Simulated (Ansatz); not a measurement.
**Li$_{2}$Ca: enthalpy against pressure**

Li$_{2}$Ca, Fd-3m, a = 8.809 Å. The structure is a COD entry; whether it is the stable form wasn't checked. Ansatz: r2SCAN, PAW, 500 eV, Γ-centred 8×8×8 mesh on 6 atoms, Gaussian smearing 0.10 eV; no spin polarisation. Cell and atoms are relaxed at each pressure, and no other structure is tried, so the rows at high pressure may lie past a change of phase. y is the enthalpy over the state at zero pressure; there V0 = 28.477 Å³/atom. The pressures are the targets, met within 0.03 GPa.

```
P (GPa) y (eV/atom)
   -3.0      -0.6105
    0.0       0.0000
    3.0       0.4929
    8.0       1.1986
   15.0            ?
   30.0       3.5567
   60.0       5.9393
```

Problem. Fit y = c1 P + c2 P² + c3 P³ to the other rows, say what c1 and c2 mean, and predict the missing value.

Solution. Least squares on the rows shown. y = 0.17341 P − 0.0024321 P² + 1.9865×10⁻⁵ P³. Since dH/dP = V, c1 is V0: 0.17341 eV/GPa × 160.2 = 27.780 Å³ against 28.477; c2 = −V0/(2B0) gives B0 = 36 GPa, where a Birch–Murnaghan fit to the volumes of the same runs (not shown) gives 15.8 GPa: a cubic over this range folds the higher terms into c2. Above P = −c2/(3 c3) = 41 GPa the cubic's slope, the volume, would rise with pressure, so the form fails there. With a term in P⁴ added, the coefficient of P becomes 0.1841, 6 % more, which shows how far this figure hangs on the form. At P = 15.0 the fit asked for gives 2.1210 eV/atom. The run gave 2.0481 eV/atom, so the fit is 0.0729 eV/atom too high, 1.1 % of the span of the series, against an rms of 0.0362 eV/atom on the fitted rows. With a term in P⁴ added, a fit to the same known rows predicts 1.9715 eV/atom, which misses by about as much or more on the other side: the known rows don't fix the higher terms.

The mesh isn't the same in all rows (8×8×8, 10×10×10).